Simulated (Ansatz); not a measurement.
# ScB₂N₃, before and after

The cell of ScB₂N₃ is invented: random cell by space group and Wyckoff sites (R-3m, No. 166). The dimensions are guesses.

POSCAR.start

```
Sc B N
1.0
     2.17592    1.25627    4.37413
    -2.17592    1.25627    4.37413
     0.00000   -2.51254    4.37413
Sc B N
1 2 3
Direct
  0.50000 0.50000 0.50000
  0.63566 0.63566 0.63566
  0.36434 0.36434 0.36434
  0.50000 0.50000 0.00000
  0.00000 0.50000 0.50000
  0.50000 0.00000 0.50000
```

Level of theory: DFT PBE, scalar-relativistic, plane waves, PAW in Ansatz. Cutoff 420 eV, Gaussian smearing, Γ-centred meshes. Cell and atoms relax first on a coarse mesh and then on a finer one. In between, the cell is made exact in the group found at 0.06 Å. In metals the finer mesh still leaves noise of several meV/atom or more. The steps can't lower the symmetry of their start. No spin polarisation in the relaxation; trial moments died out in a coarse test.

POSCAR.end

```
Sc B N
1.0
     2.44769    1.41317    3.70263
    -2.44769    1.41317    3.70263
     0.00000   -2.82634    3.70263
Sc B N
1 2 3
Cartesian
  0.0000 0.0000 5.5540
  0.0000 0.0000 7.7191
  0.0000 0.0000 3.3888
  0.0000 1.4132 3.7026
  -1.2238 -0.7066 3.7026
  1.2238 -0.7066 3.7026
```

The symmetry stays R-3m (No. 166). The volume per atom grows by 7.1 %, from 12.0 to 12.8 Å³. The shortest distance goes from 1.32 Å (B–N) to 1.45 Å (B–N). The ratio c/a of the conventional cell changes by a factor of 0.75. The energy falls by about 1.8 eV/atom (the start's value is from the coarse mesh).

| Property | Result |
| --- | --- |
| Volume per atom | 12.81 Å³ |
| Density | 2.35 g/cm³ |
| Energy over the elements | −0.40 eV/atom |
| Gap on the 12×12×12 mesh of the 6-atom cell | 0 eV (a metal) |

The zero of energy is the elements' standard structures at the same level (N₂ as a molecule); no fitted shifts are applied.

The last run used Gaussian smearing of 0.10 eV. A structure relaxed within its symmetry needn't be a true minimum. In all, the 3 runs took 3.3 min on 1 thread of Arm Neoverse N1, on a shared host. Another cell of ScB2N3 relaxed alike, in P-62m, lies 0.89 eV/atom lower, so this cell isn't the stable form at this level.
